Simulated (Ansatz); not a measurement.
Relaxed candidate structures of HfO₂:

A. Fm-3m (No. 225), cF12, fluorite type; a = b = c = 5.047 Å, α = β = γ = 90.00°; O 8c (0.250, 0.250, 0.250); Hf 4b (0.500, 0.500, 0.500)

B. P-3m1 (No. 164), hP3, CdI2 type; a = 3.2266 Å, b = 3.2266 Å, c = 4.5562 Å, α = 90.00°, β = 90.00°, γ = 120.00°; O 2d (0.333, 0.667, 0.289); Hf 1b (0.000, 0.000, 0.500)

C. P6₃mc (No. 186), hP6; a = b = 3.245 Å, c = 8.460 Å, α = β = 90.00°, γ = 120.00°; O 2a (0.000, 0.000, 0.006); Hf 2b (0.667, 0.333, 0.396); O 2b (0.333, 0.667, 0.282)

Question: Order them by energy per atom (lowest first) at the level r2SCAN+rVV10 (plane waves to 500 eV, PAW, scalar-relativistic; Ansatz, a quantum-chemistry and plane-wave program).

Answer: A (reference, the lowest of the structures calculated here), C (+232 meV/atom), B (+251 meV/atom)

Question: Give each candidate's band gap.

Answer: No candidate is metallic. A: 4.28 eV (no spin-orbit coupling); B: 4.92 eV (no spin-orbit coupling); C: 4.86 eV (no spin-orbit coupling).

Each run could gain symmetry but not lose that of its start, so entries can be saddle points. From databases, or of a type measured for this composition: Fm-3m, cF12, fluorite type; the others are generated cells (placed on structure types, drawn at random, substituted or restacked) that were not matched to a known phase here. Static energies at zero pressure. No spin polarisation in the result.
